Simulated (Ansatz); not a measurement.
## Calculated with Ansatz: YSi₂Os₂, relaxation

Run with:

```bash
ansatz run input.yaml --threads 2 --pin off --max-ram 3584MiB --backend cpu --events-out ev --progress --plain --runs-dir out
```

The input file (Ansatz 0.2.0, plane waves):

```yaml
crystal:
  lattice:
    - [0.0, 4.100876, 0.0]
    - [4.100876, 0.0, 0.0]
    - [2.050438, 2.050438, -4.804949]
  atoms:
    - { symbol: "Y", position: [0.0, 0.0, 0.0] }
    - { symbol: Os, position: [0.75, 0.25, 0.5] }
    - { symbol: Os, position: [0.25, 0.75, 0.5] }
    - { symbol: Si, position: [0.375, 0.375, 0.25] }
    - { symbol: Si, position: [0.625, 0.625, 0.75] }
  symmetry: { tolerance: 0.0003 }
kpoints:
  mp_grid: { grid: [7, 7, 7], shift: [0, 0, 0] }
magnetization:
  spin_polarized: false
scf:
  occupations: { method: fermi_dirac }
  lower_state_search: "off"
hamiltonian:
  pseudopotentials: { kind: paw }
  xc: r2scan
basis:
  ecutwfc: 500
  fft_grid_basis: typed
relax:
  max_steps: 40
  cell: { p_target: 0.0 }
  f_tol: 0.03
output:
  forces: true
  stress: true
  eigenvalues: true
  bader: true
  populations: true
  elf: true
  write_potential: true
  volumetric_format: npy
  dos:
    e_range: [-12, 8]
    de: 0.05
    projected: { site_lists: { Os: [Os], Si: [Si], "Y": ["Y"] } }
checkpoint:
  read: saved_state
```

Origin of the cell: a database entry, scaled a little.

The smearing width isn't typed, so it takes its default of 0.1 eV.

The saved state is a converged single point of the same cell.

Steps («new basis» is an SCF on plane waves selected anew at the same cell):

| step | ΔF (meV/atom) | max force component (eV/Å) | P (GPa) | volume (Å³) | SCF iterations | step was |
| --- | --- | --- | --- | --- | --- | --- |
| 1 | 0.0 | 0.425 | 5.33 | 80.81 | 6 | accepted |
| 2 | -9.7 | 0.392 | -2.90 | 84.43 | 7 | accepted |
| 3 | -12.5 | 0.220 | -0.58 | 83.50 | 5 | accepted |
| 4 | -12.9 | 0.057 | 0.21 | 83.41 | 6 | accepted |
| 5 | -13.1 | 0.004 | 0.03 | 83.44 | 5 | accepted |
| 6 | -13.1 | 0.000 | 0.00 | 83.46 | 4 | accepted |
| 7 | -13.3 | 0.000 | 0.01 | 83.46 | 6 | new basis |

Step 1, with forces in eV/Å:

```xyz
5
Lattice="0.000 4.101 0.000 4.101 0.000 0.000 2.050 2.050 -4.805" Properties=species:S:1:pos:R:3:forces:R:3 pbc="T T T" step=1
Y     0.000    0.000    0.000    0.000    0.000    0.000
Os    2.050    4.101   -2.402    0.000    0.000    0.000
Os    4.101    2.050   -2.402    0.000    0.000    0.000
Si    2.050    2.050   -1.201    0.000    0.000   -0.425
Si    4.101    4.101   -3.604    0.000    0.000    0.425
```

Step 2, with forces in eV/Å:

```xyz
5
Lattice="0.000 4.195 0.000 4.195 0.000 0.000 2.097 2.097 -4.799" Properties=species:S:1:pos:R:3:forces:R:3 pbc="T T T" step=2
Y     0.000    0.000    0.000    0.000    0.000    0.000
Os    2.097    4.195   -2.399    0.000    0.000    0.000
Os    4.195    2.097   -2.399    0.000    0.000    0.000
Si    2.097    2.097   -1.235    0.000    0.000   -0.392
Si    4.195    4.195   -3.563    0.000    0.000    0.392
```

Step 3, with forces in eV/Å:

```xyz
5
Lattice="0.000 4.169 0.000 4.169 0.000 0.000 2.084 2.084 -4.804" Properties=species:S:1:pos:R:3:forces:R:3 pbc="T T T" step=3
Y     0.000    0.000    0.000    0.000    0.000    0.000
Os    2.084    4.169   -2.402    0.000    0.000    0.000
Os    4.169    2.084   -2.402    0.000    0.000    0.000
Si    2.084    2.084   -1.237    0.000    0.000   -0.220
Si    4.169    4.169   -3.567    0.000    0.000    0.220
```

Step 4, with forces in eV/Å:

```xyz
5
Lattice="0.000 4.174 0.000 4.174 0.000 0.000 2.087 2.087 -4.787" Properties=species:S:1:pos:R:3:forces:R:3 pbc="T T T" step=4
Y     0.000    0.000    0.000    0.000    0.000    0.000
Os    2.087    4.174   -2.393    0.000    0.000    0.000
Os    4.174    2.087   -2.393    0.000    0.000    0.000
Si    2.087    2.087   -1.249    0.000    0.000    0.057
Si    4.174    4.174   -3.537    0.000    0.000   -0.057
```

Step 7, with forces in eV/Å:

```xyz
5
Lattice="0.000 4.169 0.000 4.169 0.000 0.000 2.084 2.084 -4.803" Properties=species:S:1:pos:R:3:forces:R:3 pbc="T T T" step=7
Y     0.000    0.000    0.000    0.000    0.000    0.000
Os    2.084    4.169   -2.401    0.000    0.000    0.000
Os    4.169    2.084   -2.401    0.000    0.000    0.000
Si    2.084    2.084   -1.249    0.000    0.000    0.000
Si    4.169    4.169   -3.554    0.000    0.000    0.000
```

```yaml
Free_energy_lowered_by: 13.3 meV/atom
Volume_change: 3.28 %
Final_pressure: 0.01 GPa
Relaxation_steps_listed: 7
```

Caveats: no moments, though an odd count or open d shells may carry them; no spin-orbit coupling, though heavy elements are present; the relaxation held the start's symmetry, so the end may be a saddle point.

The run took 74 s of wall time on 2 CPU thread(s) of a shared host, from a saved density.
